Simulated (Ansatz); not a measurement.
Li$_{2}$Pd:
```
CELL_PARAMETERS angstrom
      4.21683     0.00000     0.00000
     -2.10842     3.65188     0.00000
      0.00000     0.00000     2.69036
ATOMIC_POSITIONS crystal
  Pd 0.00000 0.00000 0.00000
  Li 0.33333 0.66667 0.50000
  Li 0.66667 0.33333 0.50000
```

Relaxed with r²SCAN. Special points in fractions of this cell's reciprocal vectors: Γ (0.000, 0.000, 0.000); M (0.500, 0.000, 0.000); K (0.333, 0.333, 0.000); A (0.000, 0.000, 0.500); L (0.500, 0.000, 0.500); H (0.333, 0.333, 0.500).

Problem. List the band energies nearest the Fermi level at these points for DFT-r²SCAN with spin–orbit coupling in the program Ansatz with PAW potentials.

Solution. In eV from the Fermi level; about four levels below and three above (degenerate sets whole), none deeper than 8.9 eV; points with the same levels are listed once.

```csv
k,below,above
Γ,-1.23 -1.23 -1.02 -1.02,4.22 4.22 4.47 4.47
M,-1.27 -1.27 -1.06 -1.06,0.93 0.93 7.55 7.55
K,-0.58 -0.58 -0.55 -0.55,9.38 9.38 11.37 11.37
A,-2.42 -2.42 -2.08 -2.08,0.88 0.88 1.95 1.95
L,-1.87 -1.87 -1.18 -1.18,0.81 0.81 1.55 1.55
H,-2.13 -2.13 -1.16 -1.16,1.63 1.63 2.40 2.40
```

Space group P6/mmm. The workflow started from an entry of the Crystallography Open Database (COD). Its standing as an ambient phase is unchecked. Symmetry was held in the r²SCAN relaxation; its stability against distortions is not shown here. No spin polarisation was allowed.

Potentials: the later of the program's two PAW sets.
